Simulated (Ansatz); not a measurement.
Rb$_{2}$PdC$_{2}$:
```
CELL_PARAMETERS angstrom
      5.38569     0.00000     0.00000
     -2.69285     4.66415     0.00000
      0.00000     0.00000     5.26699
ATOMIC_POSITIONS crystal
  C  0.00000 0.00000 0.38014
  C  0.00000 0.00000 0.61986
  Rb 0.33333 0.66667 0.28350
  Rb 0.66667 0.33333 0.71650
  Pd 0.00000 0.00000 0.00000
```

Relaxed with r²SCAN. Special points in fractions of this cell's reciprocal vectors: Γ (0.000, 0.000, 0.000); M (0.500, 0.000, 0.000); K (0.333, 0.333, 0.000); A (0.000, 0.000, 0.500); L (0.500, 0.000, 0.500); H (0.333, 0.333, 0.500).

### Question
List the band energies nearest the valence-band maximum at these points for r²SCAN with spin–orbit coupling (plane waves, PAW; program Ansatz).

### Answer
In eV from the valence-band maximum; about four levels below and three above (degenerate sets whole), none deeper than 8.9 eV; points with the same levels are listed once.

```csv
k,below,above
Γ,-1.42 -1.42 -1.12 -1.12,3.80 3.80 3.87 3.87
M,-1.13 -1.13 -0.61 -0.61,2.42 2.42 3.31 3.31
K,-1.14 -1.14 -0.56 -0.56,2.71 2.71 2.72 2.72
A,-0.14 -0.14 -0.01 -0.01,2.41 2.41 2.50 2.50
L,-0.13 -0.13 0.00 0.00,1.63 1.63 2.87 2.87
H,-0.15 -0.15 -0.03 -0.03,2.10 2.10 2.15 2.15
```

Space group P-3m1. The workflow started from an entry of the Crystallography Open Database (COD). Whether it is the stable phase at ambient conditions was not checked. The r²SCAN relaxation kept the symmetry of its start; its stability against distortions is not shown here. The run is not spin-polarised.

Potentials: the later of the program's two PAW sets.
